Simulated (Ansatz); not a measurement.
MoN₂ in space group R3m (No. 160; Mo on 3a, N on 3a, N on 3a), plane-wave PAW r²SCAN+D4 (Ansatz code), all energies at zero smearing, with the estimated change up to a 700 eV cutoff added, with one set of potentials and settings (totals compare only within such a set). Cell of 3 atoms (1 Mo, 2 N): -5736.505 eV.

```json
[
 {"element": "Mo", "reference phase": "Im-3m, 1 atoms in the cell", "E (eV/atom)": "-4967.8247"},
 {"element": "N", "reference phase": "Pa-3, 8 atoms in the cell", "E (eV/atom)": "-384.8579"}
]
```

Formation energy per atom, worked out: (-5736.505 − 1×(-4967.8247) − 2×(-384.8579))/3 = 0.345 eV/atom (33 kJ per mol of atoms), at 0 K, without zero-point energy or fitted corrections.

The start of the workflow was typed in or built on a structure type; neither database checked (COD, Materials Project) lists it. Whether it is the stable phase at ambient conditions was not checked. The cell was relaxed with r²SCAN+D4 under the symmetry of its start; whether a distortion lowers the energy is not shown. Spin order of the final state: ferromagnetic, chosen from 2 collinear starts compared on coarse meshes (ties went to the first, and starts can fall back to one state), not a proven ground state. Its formation energy is positive at this level, so the cell may be metastable or incomplete. Other orbital occupations within this spin state were not tried. No Hubbard U is applied. The references are the lowest solids computed at this level, not always the standard phases (solids in place of the gases).

Potentials: the earlier of the program's two PAW sets.
